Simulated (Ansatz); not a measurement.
Ta$_{2}$O$_{5}$:
```yaml
crystal:
  lattice:
    - [3.83623, 0.00000, 0.00000]
    - [0.00000, 13.00339, 0.00000]
    - [0.00000, 0.00000, 3.87636]
  atoms:
    - { symbol: Ta, position: [0.00000, 0.14592, 0.03003] }
    - { symbol: Ta, position: [0.00000, 0.85408, 0.03003] }
    - { symbol: Ta, position: [0.50000, 0.35408, 0.96997] }
    - { symbol: Ta, position: [0.50000, 0.64592, 0.96997] }
    - { symbol: O, position: [0.50000, 0.18512, 0.00275] }
    - { symbol: O, position: [0.50000, 0.81488, 0.00275] }
    - { symbol: O, position: [0.00000, 0.31488, 0.99725] }
    - { symbol: O, position: [0.00000, 0.68512, 0.99725] }
    - { symbol: O, position: [0.00000, 0.85075, 0.50955] }
    - { symbol: O, position: [0.00000, 0.14925, 0.50955] }
    - { symbol: O, position: [0.50000, 0.64925, 0.49045] }
    - { symbol: O, position: [0.50000, 0.35075, 0.49045] }
    - { symbol: O, position: [0.50000, 0.50000, 0.99373] }
    - { symbol: O, position: [0.00000, 0.00000, 0.00627] }
```

Relaxed with r²SCAN. Special points in fractions of this cell's reciprocal vectors: Γ (0.000, 0.000, 0.000); X (0.500, 0.000, 0.000); S (0.500, 0.500, 0.000); Y (0.000, 0.500, 0.000); Z (0.000, 0.000, 0.500); U (0.500, 0.000, 0.500); R (0.500, 0.500, 0.500); T (0.000, 0.500, 0.500).

### Question
List the band energies nearest the valence-band maximum at these points for DFT-r²SCAN with spin–orbit coupling in the program Ansatz with PAW potentials.

### Answer
In eV from the valence-band maximum; about four levels below and three above (degenerate sets whole), none deeper than 8.9 eV; points with the same levels are listed once.

| k | below | above |
|---|---|---|
| Γ | -0.71 -0.71 -0.62 -0.62 | 2.85 2.85 2.90 2.90 |
| X | -0.79 -0.79 -0.79 -0.79 | 3.16 3.16 3.16 3.16 |
| S | -0.80 -0.80 -0.80 -0.80 | 3.18 3.18 3.18 3.18 |
| Y | -0.69 -0.69 -0.69 -0.69 | 2.88 2.88 2.88 2.88 |
| Z | -0.29 -0.29 -0.29 -0.29 | 4.60 4.60 4.77 4.77 |
| U | -0.01 -0.01 -0.01 -0.01 | 3.86 3.86 3.86 3.86 |
| R | 0.00 0.00 0.00 0.00 | 3.76 3.76 3.76 3.76 |
| T | -0.29 -0.29 -0.29 -0.29 | 4.69 4.69 4.69 4.69 |

Space group Pmmn. The first step of the workflow began from a Materials Project structure, measured or hypothetical; the Crystallography Open Database copy checked does not list it. COD files the formula under space group No. 49, so this cell is another polymorph or a model. Whether it is the stable phase at ambient conditions was not checked. Symmetry was held in the r²SCAN relaxation; whether a distortion lowers the energy is not shown. No spin polarisation was allowed.

Potentials: the later of the program's two PAW sets.
